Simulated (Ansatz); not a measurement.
**Y: pressure against volume, fitted**

```
CELL_PARAMETERS angstrom
0.00000 2.48500 2.48500
2.48500 0.00000 2.48500
2.48500 2.48500 0.00000
ATOMIC_POSITIONS crystal
Y 0.00000 0.00000 0.00000
```

The cell is COD entry 1534898, as deposited and not checked against the literature; nothing was relaxed.

All numbers below come from DFT, LDA, all-electron LAPW, scalar-relativistic (Ansatz 0.2.0).

Settings: a Γ-centred 13×13×13 k mesh, Fermi–Dirac smearing of 0.05 eV, basis error target 1 meV/atom, no spin polarisation.

The cell is scaled evenly. Fractional coordinates are held (clamped ions).

```csv
V (Å³/atom),P (GPa)
28.849,0.99
30.077,-0.91
30.384,-1.33
30.691,-1.74
30.998,-2.13
31.305,-2.50
31.919,-3.19
32.532,-3.83
```

Fit a third-order Birch–Murnaghan curve to the pressures.

P = (3B0/2)(y^(7/2) − y^(5/2))[1 + (3/4)(B0′ − 4)(y − 1)] with y = (V0/V)^(2/3) fits within 0.01 GPa for V0 = 29.462 Å³/atom, B0 = 45.5 GPa and B0′ = 3.29.

Predict the pressure at the withheld volume, 29.463 Å³/atom.

There y = 1.0000, so the fit gives 0.00 GPa; the run gave 0.00 GPa.
